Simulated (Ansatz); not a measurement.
Data:

TiB$_{2}$ (AlB2 type, space group P6/mmm)

```xyz
3
Lattice="3.0247 0.0000 0.0000 -1.5123 2.6195 0.0000 0.0000 0.0000 3.2226" Properties=species:S:1:pos:R:3 pbc="T T T"
Ti     0.0000     0.0000     0.0000
B      0.0000     1.7463     1.6113
B      1.5123     0.8732     1.6113
```

A phonon eigenvector at Γ is frozen into this cell: atom i moves by Q times the vector below, so Q is the largest atomic displacement, in Å. The cell is held. It is one choice among 3 degenerate patterns.

| atom | x | y | z |
|---|---|---|---|
| Ti1 | 0.000 | 0.000 | 0.452 |
| B2 | 0.000 | 0.000 | -1.000 |
| B3 | 0.000 | 0.000 | -1.000 |

Level of theory: r2SCAN (plane waves to 500 eV, PAW, scalar-relativistic; Ansatz, a first-principles code). k mesh 18×18×14 (Γ-centred), Fermi-Dirac smearing 0.05 eV. The energy includes the smearing's −TS. With partly filled bands, energies and forces of such displacements shift with the k mesh and the smearing. TiB2 is run without spin polarisation. TiB2 was relaxed with its symmetry unable to fall. The zero of ΔE is the undisplaced structure.

The scan covers Q from -0.180 to 0.180 Å in 13 points.

Q: Is the energy the same for equal positive and negative displacements?

A: Even: the same for both signs.

Q: Is this a single well or a double well?

A: A single well with its minimum at or next to zero displacement.

Q: Which space group does the distorted structure have?

A: P6mm (No. 183), lowered from P6/mmm.

Q: What is the energy change at Q = 0.180 Å?

A: 523 meV/cell.

Q: What harmonic wavenumber does the curvature at Q = 0 give?

A: 520 cm⁻¹.

(For displaced atoms, the force is minus the slope of the energy, and its curvature is a force constant, which sets phonon frequencies.)
